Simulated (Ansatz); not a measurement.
Rb2Al: a two-dimensional sheet

It was reached by relaxing an invented guess, and it needn't be the stable form of this composition.

All numbers below come from DFT PBE, scalar-relativistic, plane waves, PAW (Ansatz 0.2.0). Plane waves to 420 eV, a k mesh through Γ of 9×9×1 on the computed 3-atom cell and Gaussian smearing (0.10 eV); no spin polarisation.

The sheet is periodic along a and b; c holds vacuum.

```
CELL_PARAMETERS angstrom
6.99681 0.00000 0.00000
-3.49840 6.05941 0.00000
0.00000 0.00000 23.80000
ATOMIC_POSITIONS crystal
Rb 0.66667 0.33333 0.29412
Rb 0.33333 0.66667 0.29412
Al 0.00000 0.00000 0.29412
```

Energies over the elements count from the elements' standard structures at the same level, with no fitted energy shifts.

```json
{
  "Layer group": "p6/mmm (No. 80)",
  "In-plane cell": "a = 6.997 Å, b = 6.997 Å, γ = 120.0°",
  "Area per atom": "14.13 Å²",
  "Thickness between the outermost nuclei": "0.00 Å",
  "Energy over the elements": "+0.78 eV/atom",
  "Band gap over mesh and path": "none (metal or semimetal)",
  "Density of states at the Fermi level": "8.1 states/eV per cell",
  "Löwdin character within 0.5 eV of the Fermi level": "Al 3p 87 %, unprojected 6 %",
  "Bader charges (e)": "Rb1 0.53, Rb2 0.53, Al3 -1.05"
}
```

Levels along Γ–M–K–Γ, in eV from the Fermi level, sorted by energy at each point. Points in fractions of the primitive reciprocal vectors: Γ (0.000 0.000 0.000), M (0.500 0.000 0.000), K (0.333 0.333 0.000).
| point | k (1/Å, with 2π) | band 9 | band 10 | band 11 | band 12 | band 13 | band 14 |
| --- | --- | --- | --- | --- | --- | --- | --- |
| Γ | 0.000 | -4.48 | -0.01 | 0.01 | 0.01 | 0.55 | 2.08 |
| - | 0.074 | -4.47 | -0.11 | -0.01 | 0.02 | 0.69 | 2.11 |
| - | 0.148 | -4.45 | -0.33 | 0.01 | 0.04 | 0.94 | 2.10 |
| - | 0.222 | -4.41 | -0.52 | 0.04 | 0.07 | 1.19 | 2.05 |
| - | 0.296 | -4.37 | -0.68 | 0.08 | 0.10 | 1.39 | 1.92 |
| - | 0.370 | -4.33 | -0.78 | 0.12 | 0.13 | 1.40 | 1.85 |
| - | 0.444 | -4.31 | -0.83 | 0.14 | 0.15 | 1.31 | 1.77 |
| M | 0.518 | -4.30 | -0.85 | 0.15 | 0.15 | 1.26 | 1.75 |
| - | 0.561 | -4.30 | -0.84 | 0.13 | 0.15 | 1.29 | 1.75 |
| - | 0.604 | -4.30 | -0.82 | 0.06 | 0.15 | 1.37 | 1.76 |
| - | 0.647 | -4.29 | -0.78 | -0.04 | 0.16 | 1.49 | 1.78 |
| - | 0.690 | -4.29 | -0.72 | -0.15 | 0.16 | 1.62 | 1.80 |
| - | 0.732 | -4.29 | -0.65 | -0.26 | 0.16 | 1.77 | 1.84 |
| - | 0.775 | -4.29 | -0.56 | -0.37 | 0.17 | 1.88 | 1.91 |
| K | 0.818 | -4.29 | -0.47 | -0.47 | 0.17 | 1.92 | 1.92 |
| - | 0.903 | -4.29 | -0.63 | -0.28 | 0.16 | 1.85 | 1.85 |
| - | 0.989 | -4.31 | -0.71 | -0.10 | 0.14 | 1.76 | 1.85 |
| - | 1.074 | -4.35 | -0.70 | 0.01 | 0.10 | 1.59 | 1.83 |
| - | 1.160 | -4.39 | -0.58 | 0.05 | 0.06 | 1.32 | 2.02 |
| - | 1.245 | -4.44 | -0.39 | 0.02 | 0.04 | 1.02 | 2.09 |
| - | 1.331 | -4.47 | -0.15 | 0.00 | 0.02 | 0.72 | 2.11 |
| Γ | 1.417 | -4.48 | -0.01 | 0.01 | 0.01 | 0.55 | 2.08 |

The last run used a 9×9×1 mesh for its 3-atom cell and Gaussian smearing of 0.10 eV. The cell is a metal run without spin; a magnetic state may lie lower.
